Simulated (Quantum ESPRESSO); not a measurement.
# Band energies of InSe

```
InSe
1.0
    5.95576    -2.07294     0.10968
    5.95576     2.07294     0.10968
   -1.66543     0.00000     4.14433
Se In
2 2
Cartesian
  3.52865   0.00000   1.60115
  6.71743   0.00000   2.76255
 -0.26294   0.00000   4.10060
 10.50902   0.00000   0.26309
```

PBEsol (pw.x of Quantum ESPRESSO, ONCV potentials, without SOC); path XΓY,LΓZ,NΓM,RΓ; energies in eV from the valence-band maximum.

```
k (1/Å)  point  band 25  band 26  band 27  band 28  band 29  band 30  band 31  band 32
-------  -----  -------  -------  -------  -------  -------  -------  -------  -------
0.00         X    -2.48    -2.04    -1.60    -1.59    -0.96     1.52     2.38     3.08
0.23              -3.13    -2.29    -1.54    -1.48    -0.77     1.65     1.90     3.05
0.46              -3.83    -2.58    -1.88    -1.67    -0.97     1.88     2.78     3.39
0.69              -3.87    -2.67    -2.34    -1.87    -1.54     2.32     3.52     4.17
0.81         Γ    -3.76    -2.67    -2.46    -1.90    -1.64     2.37     3.49     4.01
1.02              -3.88    -2.38    -2.20    -1.55    -1.30     2.15     2.71     4.24
1.24              -3.40    -2.17    -1.45    -1.36    -0.53     1.57     1.70     3.60
1.45              -2.48    -1.93    -1.45    -1.28    -0.35     0.89     2.08     3.22
1.56         Y    -2.03    -1.88    -1.84    -1.28    -0.25     0.74     2.38     3.18
1.56         L    -4.09    -3.54    -2.86    -2.56    -2.09     1.77     3.05     4.19
1.87              -3.98    -3.42    -3.04    -2.51    -0.99     2.23     3.72     4.19
2.08              -3.85    -3.62    -2.72    -1.34    -0.67     2.50     3.12     3.97
2.29              -4.31    -3.07    -2.21    -1.35    -0.78     2.14     2.81     3.91
2.60         Γ    -3.76    -2.67    -2.46    -1.90    -1.64     2.37     3.49     4.01
2.81              -4.07    -2.39    -2.12    -1.54    -1.20     1.98     3.23     3.84
3.03              -3.59    -2.17    -1.50    -1.38    -0.12     1.14     2.67     3.63
3.25              -2.84    -1.81    -1.46    -1.33    -0.28     1.66     2.49     3.47
3.36         Z    -2.66    -1.63    -1.61    -1.40    -0.35     1.83     2.86     2.90
3.36         N    -4.09    -3.54    -2.86    -2.56    -2.09     1.77     3.05     4.19
3.46              -4.06    -3.49    -3.07    -2.52    -1.88     1.82     3.16     4.23
3.67              -3.98    -3.42    -3.04    -2.51    -0.99     2.23     3.72     4.19
3.88              -3.85    -3.62    -2.72    -1.34    -0.67     2.50     3.12     3.97
4.19              -4.22    -2.82    -1.99    -1.87    -1.14     2.28     3.15     4.00
4.39         Γ    -3.76    -2.67    -2.46    -1.90    -1.64     2.37     3.49     4.01
4.62              -3.16    -2.68    -2.14    -1.61    -1.37     1.43     3.09     4.45
4.84              -2.91    -2.76    -1.28    -1.06    -0.63     0.45     2.79     3.04
4.96         M    -2.94    -2.62    -1.26    -1.01    -0.55     0.74     2.37     2.77
4.96         R    -2.48    -2.04    -1.60    -1.59    -0.96     1.52     2.38     3.08
5.06              -2.67    -2.11    -1.57    -1.48    -0.94     1.59     2.10     3.05
5.26              -3.38    -2.39    -1.59    -1.54    -0.72     1.59     2.12     3.11
5.46              -3.91    -2.61    -1.96    -1.71    -1.09     1.99     3.01     3.46
5.77         Γ    -3.76    -2.67    -2.46    -1.90    -1.64     2.37     3.49     4.01
```

The PBEsol gap is 0.45 eV; at least one edge lies off the plotted path, at a point of the SCF mesh. The smallest direct gap is 0.99 eV.

Spin-orbit splittings are left out.

Geometry relaxed with PBE+D3(BJ).

This is not the ordinary phase of the substance; no match was found in the copy of COD used, and its stability was not checked.
